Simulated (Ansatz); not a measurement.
Magnetovolume behaviour of Ni3Pt (Pm-3m)

```
Ni Pt
1.0
     3.62457    0.00000    0.00000
     0.00000    3.62457    0.00000
     0.00000    0.00000    3.62457
Ni Pt
3 1
Direct
  0.50000 0.00000 0.50000
  0.00000 0.50000 0.50000
  0.50000 0.50000 0.00000
  0.00000 0.00000 0.00000
```

The reference geometry is a structure from the Materials Project; nothing is relaxed.

Functional, mesh and filling: LDA, 9×9×9 k mesh, Fermi–Dirac smearing of 0.05 eV. PAW means Ansatz 0.2.0 on its default frozen-core files; LAPW is all-electron LAPW in Ansatz 0.2.0. Site moments are integrated in spheres about the atoms, whose radii differ between the methods. Start moments of the first PAW run (μB): Ni1 1.5, Ni2 1.5, Ni3 1.5, Pt4 0.6.

The cell shown is scaled evenly to other volumes, and every spin-polarised run starts from the same moments.

Task: Over V/V₀ from 0.7 to 1.2, do the moments collapse, and if so where?

Result: The moments are gone at V/V₀ = 0.76 (100 GPa) and below, and present from 0.82 (55 GPa) upwards, where the largest is 0.31 μB at first. Between V/V₀ = 0.88 and 0.82 the largest moment drops from 0.54 to 0.31 μB.
| V/V₀ | Å³/atom | M PAW (μB/cell) | M LAPW (μB/cell) | largest site moment, PAW (μB) | P PAW (GPa) | P LAPW (GPa) | F − F(unpolarised), PAW (meV/atom) |
| --- | --- | --- | --- | --- | --- | --- | --- |
| 0.7 | 8.33 | 0.00 | – | 0.00 | 168.2 | – | 0 |
| 0.76 | 9.05 | 0.00 | 0.00 | 0.00 | 100.2 | 100.1 | 0 |
| 0.82 | 9.76 | 1.06 | – | 0.31 | 54.8 | – | 0 |
| 0.88 | 10.48 | 1.82 | 1.81 | 0.54 | 24.3 | 24.3 | -5 |
| 0.94 | 11.19 | 2.10 | 2.09 | 0.62 | 3.0 | 3.0 | -12 |
| 1 | 11.90 | 2.26 | 2.26 | 0.67 | -11.7 | -11.7 | -20 |
| 1.06 | 12.62 | 2.36 | – | 0.70 | -21.8 | – | -26 |
| 1.12 | 13.33 | 2.43 | – | 0.73 | -28.6 | – | -33 |
| 1.2 | 14.29 | 2.52 | – | 0.77 | -34.1 | – | -40 |

Task: Fit a third-order Birch–Murnaghan equation to the PAW pressures of the magnetic runs between 0.85 and 1.11 V₀. What are the zero-pressure volume and bulk modulus, and what do the unpolarised runs give?

Result: V = 11.32 Å³/atom (0.951 V₀), B = 261 GPa, B′ = 4.9, with a worst miss of 0.01 GPa. The unpolarised pressures, 22.9, 1.4, -13.3, -23.3 GPa at V/V₀ = 0.88, 0.94, 1, 1.06, give 11.25 Å³/atom and 269 GPa, so the moments change the volume by +0.6 %. Cell shape and inner coordinates are held, so these aren't the relaxed crystal's values unless symmetry fixes them.

The PAW files were made with PBE; the program remakes their cores once for the run's functional and then keeps them frozen.  The Ansatz runs typed with the search for lower states off end where their start leads. Spin–orbit coupling is left out although heavy atoms are present. These are results for the start and cell typed. The real compound can order otherwise, in a larger cell, or not at all, since semilocal functionals without spin fluctuations often overstate magnetism; near a collapse of the moment, mesh and smearing move it by tens of per cent.
